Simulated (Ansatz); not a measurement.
Values for one crystal, relaxed and computed with LDA (plane waves, PAW; program Ansatz); other levels are named.

- Volume per atom: 17.89 Å³
- Electronic character: metallic (no gap)
- Density of states at the Fermi level: 0.38 states/eV per atom (mean over ±0.08 eV)
- Bulk modulus (Birch–Murnaghan fit): 84.2 GPa
- Pressure derivative B′: 4.9
- Zone-centre stability: no imaginary mode at Γ
- Highest zone-centre frequency: 180 cm⁻¹

Problem. Pick the material that matches.
A. C, P1 (Pearson symbol aP8)
B. P, fcc (Cu type)
C. Sb, simple cubic
D. Ge, β-Sn type

Solution. D, Ge, β-Sn type

Space group I4_1/amd (β-Sn type). This is a known high-pressure phase of the composition, computed here at zero pressure and temperature. Symmetry was held in the LDA relaxation. As this level gives no gap, phonon frequencies hold no LO–TO term and depend on the k-mesh and smearing (Fermi–Dirac, 0.1 eV here). Point labels and valley counts follow the cell and symmetry of the run, lower than the named group. Scalar-relativistic: spin–orbit coupling is off unless named, which matters more the heavier the elements.

Potentials: the earlier of the program's two PAW sets. The files were generated under PBE; for other functionals the program regenerates the frozen cores, and for LDA and PBEsol the local potential too.
